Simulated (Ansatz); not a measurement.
Response of Zn to small distortions

```
Zn
1.0
     2.66480    0.00000    0.00000
    -1.33240    2.30778    0.00000
     0.00000    0.00000    4.94670
Zn
2
Direct
  0.33333 0.66667 0.25000
  0.66667 0.33333 0.75000
```

Atom numbers follow the list: Zn1, Zn2.

Conventional cell: a = 2.665 Å, b = 2.665 Å, c = 4.947 Å, α = 90.00°, β = 90.00°, γ = 120.00°. Around Zn (atom 1) lie 12 Zn at 2.66 to 2.91 Å.

The geometry is COD entry 9008522, unchecked; take it as a test cell.

Level of theory: DFT, PBEsol, all-electron LAPW, scalar-relativistic in Ansatz 0.2.0.

Numerical set-up: a Γ-centred 18×18×8 k mesh, Fermi–Dirac smearing of 0.03 eV, basis error target 0.25 meV/atom, no spin polarisation.

The unchanged cell is at -5.37 GPa.

In a metal, stresses and small energies carry noise from the k mesh.

x, y and z are the Cartesian axes of the cell as listed; fractional coordinates follow a strain, and an engineering shear is twice the off-diagonal strain component.

With equal xy, yz and zx engineering shear strains of -3 %: energy change +5 meV/atom; stress change (xx, yy, zz, yz, xz, xy) -0.09, 0.70, 0.04, 1.20, 1.15, 1.55 GPa, compression positive.

Question: With this change (equal xy, yz and zx engineering shear strains of -1 %), what becomes of the energy and stress?

Answer: Energy change under 1 meV/atom; stress change (xx, yy, zz, yz, xz, xy) 0.06, 0.09, -0.07, 0.33, 0.30, 0.30 GPa, compression positive.

With equal xy, yz and zx engineering shear strains of +2 %: energy change +1 meV/atom; stress change (xx, yy, zz, yz, xz, xy) -0.02, 0.32, 0.02, -0.38, -0.49, -0.63 GPa, compression positive; change of the force on Zn2 (-0.013, -0.002, 0.000) eV/Å.

Question: With this change (equal xy, yz and zx engineering shear strains of -2 %), what becomes of the energy and stress?

Answer: Energy change +2 meV/atom; stress change (xx, yy, zz, yz, xz, xy) 0.00, 0.28, 0.03, 0.74, 0.70, 0.88 GPa, compression positive.

Question: With this change (equal xy, yz and zx engineering shear strains of +1 %), what becomes of the energy and stress?

Answer: Energy change under 1 meV/atom; stress change (xx, yy, zz, yz, xz, xy) 0.06, 0.07, -0.04, -0.18, -0.18, -0.19 GPa, compression positive.

Question: With this change (equal xy, yz and zx engineering shear strains of +3 %), what becomes of the energy and stress and forces?

Answer: Energy change +3 meV/atom; stress change (xx, yy, zz, yz, xz, xy) 0.04, 0.69, 0.06, -0.70, -0.76, -0.97 GPa, compression positive; change of the force on Zn2 (-0.021, -0.004, 0.000) eV/Å.
